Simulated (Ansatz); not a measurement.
Na₂YB₂ in Ansatz, single run

Input:

```yaml
crystal:
  lattice:
    - [0.0, 4.906805, 3.051697]
    - [0.0, -4.906805, 3.051697]
    - [5.747866, 0.0, -3.051697]
  atoms:
    - { symbol: Na, position: [0.74763, 0.49763, 0.99526] }
    - { symbol: Na, position: [0.00237, 0.75237, 0.50474] }
    - { symbol: Na, position: [0.25237, 0.50237, 0.00474] }
    - { symbol: Na, position: [0.99763, 0.24763, 0.49526] }
    - { symbol: B, position: [0.696, 0.804, 0.25] }
    - { symbol: B, position: [0.054, 0.446, 0.25] }
    - { symbol: B, position: [0.304, 0.196, 0.75] }
    - { symbol: B, position: [0.946, 0.554, 0.75] }
    - { symbol: "Y", position: [0.375, 0.125, 0.25] }
    - { symbol: "Y", position: [0.625, 0.875, 0.75] }
  symmetry: { tolerance: 0.0003 }
kpoints:
  mp_grid: { grid: [4, 4, 4], shift: [0, 0, 0] }
magnetization:
  spin_polarized: false
scf:
  occupations: { method: gaussian, width: 0.01 }
  eigensolver: { kind: davidson }
hamiltonian:
  pseudopotentials: { kind: paw }
  xc: pbesol
basis:
  ecutwfc: 420
output:
  forces: true
  stress: true
  eigenvalues: true
```

Launch command:

```bash
ansatz run input.yaml --threads 1 --pin off --max-ram 2560MiB --backend cpu --events-out ev --progress --plain --runs-dir out
```

Origin of the cell: a known structure type with other elements, at an estimated volume, so it need not be a known compound.

Output (shortened):

```
Pseudopotentials: kind: paw
Pseudopotential: Na, paw, valence charge 9, recommended cutoff 420 eV (normal), Na.paw.azcp
Pseudopotential: B, paw, valence charge 3, recommended cutoff 420 eV (normal), B.paw.azcp
Pseudopotential: Y, paw, valence charge 11, recommended cutoff 420 eV (normal), Y.paw.azcp
Functional definition: PBEsol
  exchange = pbesol_x
  correlation = pbesol_c
Crystal: 10 atoms, lattice volume = 172.138 Å³
Basis set: ecut = 420 eV, 3385 PW (Γ), exchange–correlation on 80×80×90 points (8 copies of the dense FFT grid, shifted against one another)
Bands: 45, of which v1, the nominal top of the filled ones, is band 35 counted from 1 (34 counted from 0)
Symmetry: 8 space group operations
Space group: Fddd (ITA 70), of the structure as read, at distance tolerance 1.7e-3 Å
k-points: 18 of 64
[… 8 lines left out …]
Initial density: superposition of atomic densities (neutral atoms: chi_scale 0, normalization atom), corrected by the library's trained network
Functional: x = pbesol(κ = 0.804, μ = 0.123457), c = pbesol(β = 0.046)
SCF iter   1: F=—  HF=-14087.970883 eV  Δρ=5.10e-3  dr2=3.91e-2
SCF iter   2: F=—  HF=-14087.962347 eV  Δρ=2.68e-3  dr2=1.32e-2
SCF iter   3: F=—  HF=-14087.959856 eV  Δρ=6.04e-4  dr2=8.92e-4
SCF iter   4: F=—  HF=-14087.959652 eV  Δρ=2.15e-4  dr2=1.20e-4
SCF iter   5: F=—  HF=-14087.959659 eV  Δρ=8.96e-5  dr2=3.53e-5
SCF iter   6: F=—  HF=-14087.959664 eV  Δρ=2.16e-5  dr2=7.01e-7
SCF iter   7: F=-14087.959664 eV  HF=-14087.959664 eV  Δρ=4.73e-6  dr2=6.53e-8
SCF 1 converged in 7 iterations: F = -14087.959664 eV  dr2 = 6.53e-8
SCF converged after 7 iterations
Free energy (F): -14087.959664 eV
Harris-Foulkes:  -14087.959664 eV  (|F-HF|=3.72e-8)
Internal energy: -14087.958314 eV  (E = F + TS)
E sigma→0 (E₀):  -14087.958989 eV
Entropy (-TS):   -0.001350 eV (-0.135 meV/atom)
Fermi energy:    6.839111 eV
--- Per-component energies (eV) ---
  E_band       = -981.199007
  E_kinetic    = 1253.276265
  E_local      = -6452.165061  (includes V_loc(G=0)·N_el)
  E_nonlocal   = 630.034119
  E_hartree    = 2295.334219
  E_xc         = -613.869595
  E_vxc        = -733.236657  (∫ρ·V_xc dr)
  E_paw        = -6859.831162  (= ΣΔE_a)
  E_vpaw       = -269.775687  (= ΣTr[D̂ρ^β])
  E_aug_tail   = -0.000141  (compensation charges beyond the density's cutoff)
  E_ewald      = -4341.312122
  E_core_change = 0.575164  (= ΣΔE_core)
  E_smearing   = -0.001350  (= −TS)
  Σ components = -14087.959664   (vs F -14087.959664, Δ=0.00e0)
--- Forces (eV/Å), atoms counted from 1 ---
  atom   1  Na     0.382882     0.000000     0.000000
  atom   2  Na    -0.382882     0.000000     0.000000
  atom   3  Na    -0.382882     0.000000     0.000000
  atom   4  Na     0.382882     0.000000     0.000000
  atom   5  B      0.000000    -1.404595    -0.000000
  atom   6  B      0.000000     1.404595    -0.000000
  atom   7  B     -0.000000     1.404595    -0.000000
  atom   8  B     -0.000000    -1.404595    -0.000000
  atom   9  Y     -0.000000     0.000000     0.000000
  atom  10  Y      0.000000     0.000000     0.000000
  max |Σ_I F_I| component: 4.44e-16 eV/Å
--- Stress (GPa, compression-positive) ---
        5.099265       0.000000       0.000000
        0.000000      11.212243       0.000000
        0.000000       0.000000       8.224804
  P = ⅓ Tr σ = 8.1788 GPa (81.788 kbar)
```

Caveats: the k mesh is coarse if the cell is a metal.

The run took 6.3 s on 1 thread of Intel(R) Xeon(R) 6975P-C (Granite Rapids), on a shared host, peak memory 0.51 GiB, from the program's own first density.
